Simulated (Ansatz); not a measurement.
Given:

Starting cell, CdS (wurtzite):

```
CdS
1.0
    4.19618     0.00000     0.00000
   -2.09809     3.63400     0.00000
    0.00000     0.00000     6.82953
Cd S
2 2
Direct
  0.33333   0.66667   0.99917
  0.66667   0.33333   0.49917
  0.33333   0.66667   0.37563
  0.66667   0.33333   0.87563
```

In each cell atom 4 (S, nearest neighbour Cd at 2.565 Å; its periodic images, 4.2 Å or more away, move with it) moves by s·(0.000, 0.000, 1.000) (along Cartesian z), the rest being held.

Computed with PBE (plane waves to 420 eV, PAW, scalar-relativistic; Ansatz, a quantum-chemistry and plane-wave program). k mesh 7×7×4 (Γ-centred), Fermi-Dirac smearing 0.05 eV. Energies are smeared free energies. Left out: 1 of 11 points, with atoms too close for the PAW data. CdS was relaxed with its symmetry unable to fall. ΔE is measured from the undisplaced structure.

The scan covers s from -0.616 to 0.770 Å in 10 points.

**Question.** Is the energy the same for displacements of ±0.616 Å, and if not, which side lies higher?

**Answer.** Not even: the negative side lies higher at ±0.616 Å. With its periodic images moving along, the atom's site symmetry in this cell is 3m..

**Question.** What is the energy change at s = 0.770 Å?

**Answer.** 894 meV/cell.

**Question.** What force acts on the atom along the line at s = -0.616 Å?

**Answer.** 12.7 eV/Å.

**Question.** What is the force constant k = d²E/ds² of this move at s = 0?

**Answer.** 6.59 eV/Å².

(For displaced atoms, the force is minus the slope of the energy, and its curvature is a force constant, which sets phonon frequencies.)
